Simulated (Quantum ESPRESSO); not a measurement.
W4PClSe6, convergence and cost over cutoff and k mesh

A calculation, not a measurement. The program is pw.x of Quantum ESPRESSO 7.5 (plane-wave density functional theory). The cell is made up: 12 atoms on a layered 2H lattice, with randomly drawn elements, strain and displacements, not relaxed. PseudoDojo standard norm-conserving files (v0.5 for PBE, v0.4.1 for LDA and PBEsol) set the functional; there is no spin polarisation, spin-orbit coupling or dispersion term, and the masses in the input are unused placeholders.

Input of the run in row 2:

```
&control calculation='scf', pseudo_dir='./dojo.nc.sr.pbe.v0_5.standard.upf', outdir='./o', disk_io='low', tprnfor=.true., tstress=.true. /
&system ibrav=0, nat=12, ntyp=4, nbnd=88, ecutwfc=85.99341389, nosym=.true., tot_charge=0,
 occupations='smearing', smearing='fd', degauss=0.0018374661
/
&electrons conv_thr=7.350e-09, electron_maxstep=60, /
ATOMIC_SPECIES
Cl 1.0 Cl.upf
P 1.0 P.upf
Se 1.0 Se.upf
W 1.0 W.upf
CELL_PARAMETERS angstrom
3.3564 0.0 0.0
0.0 5.8135 0.0
0.0 0.0 13.446
ATOMIC_POSITIONS angstrom
W -0.0361 1.8369 3.4619
W 1.5738 0.984 10.1501
W 1.6539 4.9165 3.4305
W -0.0074 3.9559 10.108
P -0.0281 1.8731 8.4674
Cl 0.0335 2.0372 11.8019
Se 1.662 0.9605 1.6678
Se 1.655 1.096 5.0771
Se 1.5834 4.8278 8.4195
Se 1.7455 4.759 11.7456
Se -0.0092 3.8845 1.7077
Se -0.0526 3.8059 4.9783
K_POINTS automatic
6 4 2 1 1 1
```

The same cell was run at these settings. Meshes are shifted by half a step, and differences are from the last row, which is itself not exact.

| cutoff (eV) | k mesh | k points solved | threshold (eV) | free energy less the last row's (eV) | pressure (GPa) | largest stress difference (GPa) | largest force difference (eV/Å) | iterations | wall time (s) | k-point pools | processor |
| --- | --- | --- | --- | --- | --- | --- | --- | --- | --- | --- | --- |
| 819 | 2 x 2 x 2 | 4 | 1e-04 | 6.579 | -52.12 | 49.78 | 0.474 | 13 | 72 | 4 | Intel Xeon, older |
| 1170 | 6 x 4 x 2 | 24 | 1e-07 | 0.001 | -2.60 | 0.03 | 0.008 | 20 | 745 | 4 | Intel Xeon, older |
| 1467 | 8 x 6 x 4 | 96 | 1e-07 | 0.000 | -2.61 | 0.00 | 0.000 | 20 | 2319 | 4 | Intel Xeon, 2023 or later |

Each pool is one process. Wall times include start-up and a band step at six k points, which weighs most on the coarsest meshes. The runs were on shared virtual cores whose load varied, so times are rough.